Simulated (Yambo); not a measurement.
```xyz
8
Lattice="4.3011 0.0000 0.0000 0.0000 3.6335 0.0000 -1.9422 0.0000 5.6361" Properties=species:S:1:pos:R:3 pbc="T T T"
H     -1.7122     0.9084     5.1867
H      4.0712     2.7251     0.4495
O      0.1338     0.9084     2.5300
O      2.2252     2.7251     3.1061
O     -0.7524     0.9084     5.2861
O      3.1114     2.7251     0.3500
Y      0.0884     2.7251     3.8845
Y      2.2706     0.9084     1.7517
```

YO$_{2}$H (space group P2_1/m, No. 11): mean Im ε in 1 eV windows above the direct gap of 5.83 eV, for different electron-hole kernels (Yambo, broadening 0.15 eV, LDA (Quantum ESPRESSO, PseudoDojo norm-conserving, 84 Ry, without SOC) bands; 4×4×4 mesh, 11 valence and 12 conduction bands, static screening with 56 bands and a 3 Ry block, scissor 1.73 eV, Tamm-Dancoff; field along x).

```
window (eV)   independent quasiparticles  RPA (no attraction)  TDDFT, adiabatic LDA kernel  BSE
------------  --------------------------  -------------------  ---------------------------  ---
5.8 to 6.8                           0.5                  0.4                          0.4  3.0
6.8 to 7.8                           2.0                  1.8                          1.9  3.9
7.8 to 8.8                           2.3                  2.2                          2.3  6.3
8.8 to 9.8                           4.5                  4.0                          4.3  6.5
9.8 to 10.8                          5.6                  5.0                          5.3  4.0
10.8 to 11.8                         6.2                  6.0                          6.2  1.7
```

This run doesn't resolve bound excitons or single peaks, so only averages are given, and they too depend on the mesh; weight that the attraction moves below the gap isn't listed. All transitions below 11.96 eV are in the band window. The scissor comes from a G0W0 run whose convergence isn't established.

Geometry of the Materials Project entry, not relaxed at this level.

The structure is a Materials Project entry; no match was found in the copy of COD used, and its stability was not checked.
